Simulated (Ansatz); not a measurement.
Relaxed-ion elastic tensor of SiO2 (rutile, space group No. 136) in GPa (Voigt order), plane-wave PAW r²SCAN (Ansatz code); density 4.27 g/cm³, 7.79 Å³ per atom.

```
453  203  196  0.0  0.0  0.0
203  453  196  0.0  0.0  0.0
196  196  768  0.0  0.0  0.0
0.0  0.0  0.0  257  0.0  0.0
0.0  0.0  0.0  0.0  257  0.0
0.0  0.0  0.0  0.0  0.0  322
```

Task: Is the crystal mechanically stable?

Result: Yes: the smallest eigenvalue of C is 250 GPa.

Task: Work out the Voigt, Reuss and Hill averages.

Result: K_V = 318, K_R = 303, K_H = 311; G_V = 239, G_R = 214, G_H = 226 GPa.

Task: Give Young's modulus, Poisson's ratio, Pugh's ratio and the universal anisotropy index.

Result: E = 9KG/(3K + G) = 547 GPa; ν = 0.21; K/G = 1.37 (brittle by the Pugh limit of 1.75); A_U = 5G_V/G_R + K_V/K_R − 6 = 0.64.

Task: Estimate the sound speeds and the Debye temperature.

Result: v_l = √((K + 4G/3)/ρ) = 12000 m/s, v_t = √(G/ρ) = 7280 m/s, mean 8050 m/s; Θ = (h/k)(3n/4πV)^(1/3) v_m = 1210 K.

Task: Solve the Christoffel equation for the three sound speeds along x, y, z.

Result: Eigenvalues of C_ijkl n_j n_l equal ρv². In km/s, slowest first: x 7.76, 8.68, 10.30; y 7.76, 8.68, 10.30; z 7.76, 7.76, 13.41.

Task: How much does each axis shrink under pressure?

Result: Linear compressibilities β_i = Σ_j S_ij (j = 1 to 3): x 1.3, y 1.3, z 0.62 per TPa.

Space group P4_2/mnm (rutile). This is a known high-pressure phase of the composition, computed here at zero pressure and temperature. The cell was relaxed with r²SCAN under the symmetry of its start; phonons on a q-mesh show no instability.

Potentials: the earlier of the program's two PAW sets.
